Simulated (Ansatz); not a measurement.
Given:

Mo2P2O11:
```
Mo2P2O11
1.0
    7.53900     0.00000     0.00000
    0.00000     6.34791     0.00000
   -2.34536     0.00000     8.72705
Mo P O
4 4 22
Direct
  0.82563   0.75000   0.14960
  0.17437   0.25000   0.85040
  0.60349   0.75000   0.71409
  0.39651   0.25000   0.28591
  0.93421   0.25000   0.11777
  0.06579   0.75000   0.88223
  0.49127   0.75000   0.33174
  0.50873   0.25000   0.66826
  0.96947   0.75000   0.32228
  0.03053   0.25000   0.67772
  0.81072   0.05452   0.11721
  0.18928   0.94548   0.88279
  0.18928   0.55452   0.88279
  0.81072   0.44548   0.11721
  0.89983   0.75000   0.74923
  0.10017   0.25000   0.25077
  0.98130   0.25000   0.96069
  0.01870   0.75000   0.03931
  0.60021   0.75000   0.20462
  0.39979   0.25000   0.79538
  0.62648   0.25000   0.34492
  0.37352   0.75000   0.65508
  0.62773   0.75000   0.48618
  0.37227   0.25000   0.51382
  0.63473   0.05785   0.69883
  0.36527   0.94215   0.30117
  0.36527   0.55785   0.30117
  0.63473   0.44215   0.69883
  0.64487   0.75000   0.91331
  0.35513   0.25000   0.08669
```

This is the r²SCAN-relaxed structure. Tensor components refer to the Cartesian frame of this cell.

Task: All from the program Ansatz at the r²SCAN level (PAW), unless another level is named. Predict the smallest direct gap on the standard path.

Result: 2.09 eV.

Task: And the formation energy from the elements (no fitted shifts)?

Result: -2.15 eV/atom.

Task: And the valence-band maximum?

Result: off the standard path, at k = (0.302, 0.000, 0.292).

Task: Next, the conduction-band minimum?

Result: on the D–B line, 60 % of the way from D (k = 0.000, 0.198, -0.500) (2 equivalent valleys).

Space group P2_1/m. The workflow started from a Materials Project entry (that database holds measured and hypothetical structures alike); the Crystallography Open Database copy checked does not list it. COD files the formula under space group No. 62, so this cell is another polymorph or a model. Its standing as an ambient phase is unchecked. The cell was relaxed with r²SCAN under the symmetry of its start; its stability against distortions is not shown here. The run is not spin-polarised. No Hubbard U is applied. The references are the lowest solids computed at this level, not always the standard phases (solids in place of the gases). Spin–orbit coupling is left out wherever it is not named.

Potentials: the earlier of the program's two PAW sets.
